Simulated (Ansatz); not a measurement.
# Calculated with Ansatz: NbSn$_{2}$, vacancy hop by nudged elastic band

Input:

```yaml
crystal:
  lattice:
    - [5.7e-07, 11.235414, -3.0e-07]
    - [-1.4e-07, -2.80885325, 9.51271107]
    - [4.90381814, 2.80885325, -7.0e-08]
  atoms:
    - { symbol: Sn, position: [0.20879726, 0.8352506, 0.00335311] }
    - { symbol: Sn, position: [0.29075568, 0.16635409, -0.00020455] }
    - { symbol: Sn, position: [0.42116853, 0.66447969, 0.4901949] }
    - { symbol: Sn, position: [0.33409891, 0.33687257, 0.50665712] }
    - { symbol: Sn, position: [0.41764217, -0.00087905, 0.34151239] }
    - { symbol: Sn, position: [0.08480712, -0.00034475, 0.66446275] }
    - { symbol: Sn, position: [0.21426779, 0.49937727, 0.15384324] }
    - { symbol: Sn, position: [0.03982358, 0.49944838, 0.83349062] }
    - { symbol: Nb, position: [0.06326944, 0.25109977, 0.00160788] }
    - { symbol: Nb, position: [0.06261431, 0.24637761, 0.50608767] }
    - { symbol: Nb, position: [0.18566052, 0.75124383, 0.50278478] }
    - { symbol: Sn, position: [0.70475029, 0.8342799, 0.00056034] }
    - { symbol: Sn, position: [0.79105983, 0.16839321, 0.00149206] }
    - { symbol: Sn, position: [0.91417987, 0.66332254, 0.50170931] }
    - { symbol: Sn, position: [0.83258068, 0.33768372, 0.50838152] }
    - { symbol: Sn, position: [0.91109951, 0.00055967, 0.34177466] }
    - { symbol: Sn, position: [0.58511241, 0.00189084, 0.66214227] }
    - { symbol: Sn, position: [0.71024841, 0.49913414, 0.15385682] }
    - { symbol: Sn, position: [0.54167877, 0.49958814, 0.83677139] }
    - { symbol: Nb, position: [0.56447157, 0.25421591, -0.00565084] }
    - { symbol: Nb, position: [0.93523666, 0.75010156, 0.00639307] }
    - { symbol: Nb, position: [0.56492702, 0.24917803, 0.50068404] }
    - { symbol: Nb, position: [0.68419486, 0.75353119, 0.50903446] }
kpoints:
  mp_grid: { grid: [2, 2, 3] }
magnetization:
  spin_polarized: false
scf:
  occupations: { method: fermi_dirac, width: 0.1 }
hamiltonian:
  pseudopotentials: { kind: paw }
  xc: pbesol
basis:
  ecutwfc: 420
neb:
  images: 3
  relax_end_points: true
  climbing: true
  f_tol: 0.1
  max_iterations: 40
  order_check: false
  final_atoms:
    - { symbol: Sn, position: [0.20879726, 0.8352506, 0.00335311] }
    - { symbol: Sn, position: [0.29075568, 0.16635409, -0.00020455] }
    - { symbol: Sn, position: [0.42116853, 0.66447969, 0.4901949] }
    - { symbol: Sn, position: [0.33409891, 0.33687257, 0.50665712] }
    - { symbol: Sn, position: [0.41764217, -0.00087905, 0.34151239] }
    - { symbol: Sn, position: [0.08480712, -0.00034475, 0.66446275] }
    - { symbol: Sn, position: [0.21426779, 0.49937727, 0.15384324] }
    - { symbol: Sn, position: [0.03982358, 0.49944838, 0.83349062] }
    - { symbol: Nb, position: [0.06326944, 0.25109977, 0.00160788] }
    - { symbol: Nb, position: [0.06261431, 0.24637761, 0.50608767] }
    - { symbol: Nb, position: [0.18566052, 0.75124383, 0.50278478] }
    - { symbol: Sn, position: [0.70475029, 0.8342799, 0.00056034] }
    - { symbol: Sn, position: [0.79105983, 0.16839321, 0.00149206] }
    - { symbol: Sn, position: [0.91417987, 0.66332254, 0.50170931] }
    - { symbol: Sn, position: [0.83258068, 0.33768372, 0.50838152] }
    - { symbol: Sn, position: [0.91109951, 0.00055967, 0.34177466] }
    - { symbol: Sn, position: [0.58511241, 0.00189084, 0.66214227] }
    - { symbol: Sn, position: [0.71024841, 0.49913414, 0.15385682] }
    - { symbol: Sn, position: [0.54167877, 0.49958814, 0.83677139] }
    - { symbol: Nb, position: [0.56447157, 0.25421591, -0.00565084] }
    - { symbol: Nb, position: [0.93523666, 0.75010156, 0.00639307] }
    - { symbol: Nb, position: [0.56492702, 0.24917803, 0.50068404] }
    - { symbol: Nb, position: [0.43890557, 0.74537814, 0.9970995] }
```

Launch command:

```bash
ansatz run input.yaml --threads 4 --pin off --max-ram 8192MiB --backend cpu --events-out ev --progress --plain --runs-dir out
```

Origin of the cell: a database entry, scaled a little.

The cell is 2×1×1 cells of NbSn2 with one Nb taken out; atom 23 (Nb) hops into the empty site, 2.75 Å away before the end points are relaxed. All atoms were shaken by about 0.02 Å first.

Output (shortened):

```
SCF iter   1: F=—  HF=-126667.774949 eV  Δρ=4.86e-3  dr2=1.68e-1  defer=7
SCF iter   2: F=—  HF=-126667.753804 eV  Δρ=2.67e-3  dr2=6.70e-2  defer=10
SCF iter   3: F=—  HF=-126667.743293 eV  Δρ=4.34e-4  dr2=3.90e-3  defer=10
[… 2 lines left out …]
SCF iter   6: F=—  HF=-126667.743160 eV  Δρ=1.22e-5  dr2=1.22e-6  defer=10
SCF iter   7: F=—  HF=-126667.743159 eV  Δρ=3.92e-6  dr2=1.55e-7  defer=10
SCF iter   8: F=-126667.743159 eV  HF=-126667.743159 eV  Δρ=1.07e-6  dr2=1.39e-8
NEB iter   1: max|band force component| = 3.499e0 eV/Å  barrier→ = 4.2999 eV  barrier← = 4.3004 eV  Δτ_max = 0.2000 Å  (52 SCF iters)
NEB iter   2: max|band force component| = 1.793e0 eV/Å  barrier→ = 3.0270 eV  barrier← = 3.0275 eV  Δτ_max = 0.1541 Å  (27 SCF iters)
NEB iter   3: max|band force component| = 4.787e-1 eV/Å  barrier→ = 2.5959 eV  barrier← = 2.5963 eV  CI = image 2  Δτ_max = 0.0503 Å  (24 SCF iters)
NEB iter   4: max|band force component| = 1.465e-1 eV/Å  barrier→ = 2.5124 eV  barrier← = 2.5128 eV  CI = image 2  Δτ_max = 0.0988 Å  (19 SCF iters)
NEB iter   5: max|band force component| = 9.128e-2 eV/Å  barrier→ = 2.4652 eV  barrier← = 2.4657 eV  CI = image 2  Δτ_max = 0.0768 Å  (21 SCF iters)
NEB iter   6: max|band force component| = 2.747e-1 eV/Å  barrier→ = 2.4452 eV  barrier← = 2.4456 eV  CI = image 2  Δτ_max = 0.0921 Å  (7 SCF iters)
NEB iter   7: max|band force component| = 8.651e-2 eV/Å  barrier→ = 2.4378 eV  barrier← = 2.4383 eV  CI = image 2  Δτ_max = 0.0432 Å  (21 SCF iters)
NEB iter   8: max|band force component| = 1.454e-1 eV/Å  barrier→ = 2.4371 eV  barrier← = 2.4376 eV  CI = image 2  Δτ_max = 0.0283 Å  (6 SCF iters)
NEB iter   9: max|band force component| = 3.692e-2 eV/Å  barrier→ = 2.4343 eV  barrier← = 2.4347 eV  CI = image 2  Δτ_max = 0.0000 Å  (18 SCF iters)
--- NEB band (5 images, 9 band iterations, 195 SCF iterations, 107 more in tests of the images' electronic states and relaxations of end points) ---
  forward barrier  = 2.434250 eV
  backward barrier = 2.434691 eV
  lagrangian_above_aufbau_ev (what the smearing adds, to first order; not taken off the barriers): saddle image -0.247243 eV, end points -0.192199 and -0.191855 eV
  climbing image's point = of an order that was not read
  energies are F+E_penalty+E_count in eV, relative to image 0
  image     s (Å)  Δ vs image 0  max|band force component| (eV/Å)
      0    0.0000      0.000000                                 —
      1    0.9457      0.916715                          3.692e-2
  *   2    1.8914      2.434250                          1.521e-2
      3    2.8359      0.919751                          3.671e-2
      4    3.7803     -0.000441                                 —
```

The converged band:

| image | path over all atoms (Å) | ΔF (eV) | Nb x | y | z (Å) |
| --- | --- | --- | --- | --- | --- |
| 0 | 0.00 | 0.000 | 2.41 | 6.98 | 7.17 |
| 1 | 0.95 | 0.917 | 2.90 | 6.78 | 7.14 |
| 2 | 1.89 | 2.434 | 3.68 | 6.32 | 7.14 |
| 3 | 2.84 | 0.920 | 4.46 | 5.86 | 7.14 |
| 4 | 3.78 | 0.000 | 4.94 | 5.67 | 7.10 |

Highest image (2), forces in eV/Å:

```xyz
23
Lattice="0.000 11.235 0.000 0.000 -2.809 9.513 4.904 2.809 0.000" Properties=species:S:1:pos:R:3:forces:R:3 pbc="T T T" image=2
Sn   -0.201    0.166    7.878    0.010    0.000    0.004
Sn    0.001    2.821    1.509   -0.002    0.000   -0.004
Sn    2.162    4.022    6.304    0.004   -0.004   -0.003
Sn    2.414    4.192    3.161   -0.002   -0.001   -0.002
Sn    1.519    5.567   -0.033    0.010   -0.002    0.005
Sn    3.318    2.814   -0.014    0.006    0.005    0.000
Sn    0.782    1.301    4.860    0.001    0.004    0.001
Sn    4.044    1.403    4.776   -0.006   -0.005    0.000
Nb   -0.001    0.021    2.438    0.001    0.001   -0.003
Nb    2.459    1.388    2.325   -0.001   -0.001    0.003
Nb    2.337    1.347    7.212   -0.009    0.010   -0.008
Sn    0.295    5.812    7.972   -0.004    0.004    0.003
Sn    0.044    8.453    1.601    0.002    0.001    0.001
Sn    2.659    9.669    6.397   -0.010    0.000   -0.004
Sn    2.458    9.824    3.254    0.002    0.000    0.004
Sn    1.675   11.343   -0.097   -0.001   -0.004   -0.001
Sn    3.144    8.466    0.162    0.002    0.003    0.006
Sn    0.941    7.077    4.796   -0.010    0.002   -0.005
Sn    4.219    6.988    4.600   -0.002   -0.003   -0.006
Nb    0.017    5.637    2.397   -0.001    0.007    0.015
Nb    0.121    8.488    7.063    0.008   -0.010    0.008
Nb    2.442    7.008    2.365    0.001   -0.007   -0.015
Nb    3.681    6.321    7.136    0.000    0.000    0.000
```

Barrier of this path: 2.43 eV forwards, 2.43 eV backwards, after 9 band iterations.

Caveats: no moments, though an odd count or open d shells may carry them; the k mesh is coarse if the cell is a metal; a small cell with a neutral vacancy and no spin, whose shape can make like sites unlike; the cell is held at a rescaled volume, and strain moves barriers; the hop was drawn among near neighbours and need not be the easiest path; few images and a loose tolerance, and neither the top nor the ends were tested for their order.

The run took 19 min on 4 threads of Arm Neoverse V1, on a shared host, peak memory 3.9 GiB, from the program's own first density.
